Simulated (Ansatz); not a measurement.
PbI$_{2}$ (CdI2 type, P-3m1), DFT-LDA in the program Ansatz with PAW potentials. The conduction-band minimum lies at A, with 1 equivalent valley. Second derivatives d²E/dk² of the lowest band at one valley (eV·Å²), along Cartesian directions:

| direction | d²E/dk² |
|---|---|
| [100] | 37.16 |
| [010] | 37.16 |
| [001] | 8.860 |
| [110] | 37.16 |
| [101] | 23.01 |
| [011] | 22.98 |

Question: Find the principal effective masses, the density-of-states mass and the conductivity mass.

Answer: Off-diagonal terms follow from H_xy = H[110] − (H_xx + H_yy)/2, and m*/mₑ = 7.620 eV·Å² over each eigenvalue: 0.21, 0.21, 0.86. One valley's DOS mass (m₁m₂m₃)^(1/3) = 0.33, conductivity mass 3/(Σ 1/mᵢ) = 0.27 mₑ.

Question: What effective density of states Nc follows at 300 K for parabolic valleys?

Answer: Nc = 2.509e19 × 1 × (0.33)^(3/2) ≈ 4.8e18 cm⁻³.

The cell was relaxed with LDA under the symmetry of its start; of distortions, only those at the zone centre were tested. A crystal of weakly bound layers computed without a dispersion correction: the cell and the soft elastic constants depend strongly on that. Scalar-relativistic: spin–orbit coupling is off unless named, which matters more the heavier the elements.

Potentials: the later of the program's two PAW sets.

Edges and masses are those of Kohn–Sham bands, whose gap is no quasiparticle gap.
